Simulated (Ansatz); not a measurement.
Given:

VCo₃:
```xyz
4
Lattice="3.4660 0.0000 0.0000 0.0000 3.4660 0.0000 0.0000 0.0000 3.4660" Properties=species:S:1:pos:R:3 pbc="T T T"
V      0.0000     0.0000     0.0000
Co     1.7330     1.7330     0.0000
Co     0.0000     1.7330     1.7330
Co     1.7330     0.0000     1.7330
```

This is the PBEsol-relaxed structure.

### Question
All from PBEsol in the plane-wave PAW code Ansatz, unless another level is named. Estimate the density of states at the Fermi level.

### Answer
0.73 states/eV per atom (mean over ±0.08 eV).

### Question
Give the formation energy from the elements (no fitted shifts).

### Answer
-0.22 eV/atom.

Space group Pm-3m (Cu3Au type). The workflow started from a Materials Project entry (that database holds measured and hypothetical structures alike); the Crystallography Open Database copy checked does not list it. With V and Co taken as one species the cell has the higher symmetry Fm-3m, so it may be an ordered model of a mixed-site phase. Whether it is the stable phase at ambient conditions was not checked. Symmetry was held in the PBEsol relaxation; of distortions, only those at the zone centre were tested. No spin polarisation was allowed. The references are the lowest solids computed at this level, not always the standard phases.

Potentials: the later of the program's two PAW sets.
